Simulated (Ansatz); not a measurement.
CuAu:
```xyz
2
Lattice="2.8772 0.0000 0.0000 0.0000 2.8772 0.0000 0.0000 0.0000 3.6243" Properties=species:S:1:pos:R:3 pbc="T T T"
Cu     1.4386     1.4386     1.8122
Au     0.0000     0.0000     0.0000
```

Relaxed with PBE. Special points in fractions of this cell's reciprocal vectors: Γ (0.000, 0.000, 0.000); X (0.000, 0.500, 0.000); M (0.500, 0.500, 0.000); Z (0.000, 0.000, 0.500); R (0.000, 0.500, 0.500); A (0.500, 0.500, 0.500).

Task: List the band energies nearest the Fermi level at these points for PBE (plane waves, PAW; program Ansatz).

Result: In eV from the Fermi level; about four levels below and three above (degenerate sets whole), none deeper than 8.9 eV; points with the same levels are listed once.

```json
[
 {"k": "Γ", "below": "-1.97 -1.59 -1.39 -1.39", "above": "2.73 8.51 9.44 9.44"},
 {"k": "X", "below": "-2.30 -2.09 -0.90 -0.35", "above": "9.81 9.83 11.44"},
 {"k": "M", "below": "-1.63 -1.59 -1.26 -1.26", "above": "0.54 0.54 4.63"},
 {"k": "Z", "below": "-2.24 -2.24 -2.13 -1.91", "above": "13.98 14.17 14.17"},
 {"k": "R", "below": "-1.46 -1.42 -0.88 -0.88", "above": "2.55 4.35 15.44"},
 {"k": "A", "below": "-2.98 -1.99 -1.74 -1.58", "above": "5.06 5.48 5.48"}
]
```

Space group P4/mmm (L1₀ or tetragonal B2). Symmetry was held in the PBE relaxation. The run is not spin-polarised. Spin–orbit coupling is left out wherever it is not named.

Potentials: the later of the program's two PAW sets.
